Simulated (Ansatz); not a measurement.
MgO (rock salt, Fm-3m), a = 4.2074 Å, b = 4.2074 Å, c = 4.2074 Å, α = 90.00°, β = 90.00°, γ = 90.00°; the cell used has 2 atoms.

Relaxed with r²SCAN.

Tabulate the valence density and the electron localisation function along the shortest Mg–O contact (2.10 Å), DFT-r²SCAN in the program Ansatz with PAW potentials.



```tsv
distance from Mg (Å)	density (e/Å³)	ELF
0.21	22.59	0.15
0.32	15.25	0.24
0.42	8.45	0.33
0.53	3.65	0.34
0.63	1.19	0.23
0.74	0.38	0.09
0.84	0.25	0.05
0.95	0.27	0.11
1.05	0.33	0.36
1.16	0.48	0.65
1.26	0.71	0.77
1.37	1.09	0.82
1.47	1.72	0.83
1.58	2.72	0.81
1.68	4.12	0.75
1.79	5.73	0.62
1.89	7.23	0.44
```

The density is the valence pseudo-density with augmentation charge, so density and ELF within about 1 Å of a nucleus are not all-electron values.

Symmetry was held in the r²SCAN relaxation. The volume moved by -16 % from the start of the relaxation.

Potentials: the earlier of the program's two PAW sets.
